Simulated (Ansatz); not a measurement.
CaTl (CsCl type, Pm-3m) under volume change, the program Ansatz at the PBEsol level (PAW), scaled uniformly.

```tsv
V (Å³/atom)	E − E(relaxed) (meV/atom)	P (GPa)
25.342	30.6	4.28
26.177	[?]	[?]
27.012	3.0	1.19
27.848	0.0	0.00
28.683	[?]	[?]
29.519	10.2	-1.84
30.354	21.7	-2.56
```

Complete the blanks.


- 28.683, E − E(relaxed) (meV/atom): 2.7
- 28.683, P (GPa): -1.00
- 26.177, E − E(relaxed) (meV/atom): 12.8
- 26.177, P (GPa): 2.60

What does a third-order Birch–Murnaghan fit give for V₀, B₀ and B′?

V₀ = 27.85 Å³/atom, B₀ = 36.3 GPa, B′ = 4.7.

The workflow started from an entry of the Crystallography Open Database (COD). Its standing as an ambient phase is unchecked. Symmetry was held in the PBEsol relaxation; its stability against distortions is not shown here. Scalar-relativistic: spin–orbit coupling is off unless named, which matters more the heavier the elements.

Potentials: the later of the program's two PAW sets.
